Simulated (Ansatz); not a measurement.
A generator proposed this cell of LiB3Pt.

```cif
data_structure
_symmetry_space_group_name_H-M 'P6/mmm'
_symmetry_Int_Tables_number 191
_cell_length_a 3.4598
_cell_length_b 3.4598
_cell_length_c 4.8648
_cell_angle_alpha 90.000
_cell_angle_beta 90.000
_cell_angle_gamma 120.000
_cell_volume 50.43
loop_
_atom_site_label
_atom_site_type_symbol
_atom_site_symmetry_multiplicity
_atom_site_Wyckoff_symbol
_atom_site_fract_x
_atom_site_fract_y
_atom_site_fract_z
_atom_site_occupancy
Li1 Li 1 b 0.00000 0.00000 0.50000 1
B1 B 3 g 0.50000 0.00000 0.50000 1
Pt1 Pt 1 a 0.00000 0.00000 0.00000 1
```

These are results of Ansatz, DFT PBE, scalar-relativistic, plane waves, PAW, not measurements. Plane waves to 420 eV, a k mesh through Γ of 6×6×4 on the computed 5-atom cell and Gaussian smearing (0.10 eV); no spin polarisation.

The zero of energy is the elements' standard structures at the same level; no fitted shifts are applied.

Problem. What does a single point on this coarse mesh give?

Solution. The pressure is 12.7 GPa (the mean over three directions, positive in compression), the largest force is 0.00 eV/Å (symmetry fixes the atoms), and the energy is +1.12 eV/atom against the elements. The shortest distance is 1.73 Å.

Problem. How much does it gain on relaxing, and where does it end?

Solution. Relaxing gains about 0.15 eV/atom (the start's value is from the coarse mesh, so the gain is rough) in 12 ionic steps and ends at +0.97 eV/atom on the finer mesh. The symmetry stays P6/mmm (No. 191). The volume per atom stays near 10.1 Å³. The shortest distance goes from 1.73 Å (Li–B and B–B) to 1.84 Å (Li–B and B–B). The ratio c/a of the conventional cell changes by a factor of 0.83. Conventional cell: a = 3.681 Å, c = 4.307 Å. Around Li lie 6 B at 1.84 Å and 2 Pt at 2.15 Å; around B lie 4 B at 1.84 Å and 2 Li at 1.84 Å; Pt has 2 Li at 2.15 Å.

The last run used a 12×12×10 mesh (in the run's order of axes) for its 5-atom cell and Gaussian smearing of 0.10 eV. Spin–orbit coupling, which can matter for Pt, is left out. The relaxation can't lower the symmetry of the start. Symmetry constrained the relaxation, so the result can be a saddle point.
